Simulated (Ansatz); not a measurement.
Given:

B2W:
Space group P6/mmm (No. 191); a = 3.004 Å, b = 3.004 Å, c = 3.331 Å, α = 90.00°, β = 90.00°, γ = 120.00°

```csv
atom,site,symmetry,x,y,z
W,1a,6/mmm,0.0000,0.0000,0.0000
B,2d,-6m2,0.3333,0.6667,0.5000
```

This is the PBEsol-relaxed structure.

Question: All from DFT-PBEsol in the program Ansatz with PAW potentials, unless another level is named. Give the electronic character.

Answer: metallic (no gap).

Question: Predict the density of states at the Fermi level.

Answer: 0.44 states/eV per atom (mean over ±0.08 eV).

Question: Give the formation energy from the elements (no fitted shifts).

Answer: -0.14 eV/atom.

Question: What about the gap with spin–orbit coupling?

Answer: none (metallic).

The workflow started from an entry of the Crystallography Open Database (COD), which files this formula under 2 space groups. Its standing as an ambient phase is unchecked. Symmetry was held in the PBEsol relaxation; its stability against distortions is not shown here. No spin polarisation was allowed. The references are the lowest solids computed at this level, not always the standard phases. Spin–orbit coupling is left out wherever it is not named.

Potentials: the later of the program's two PAW sets.
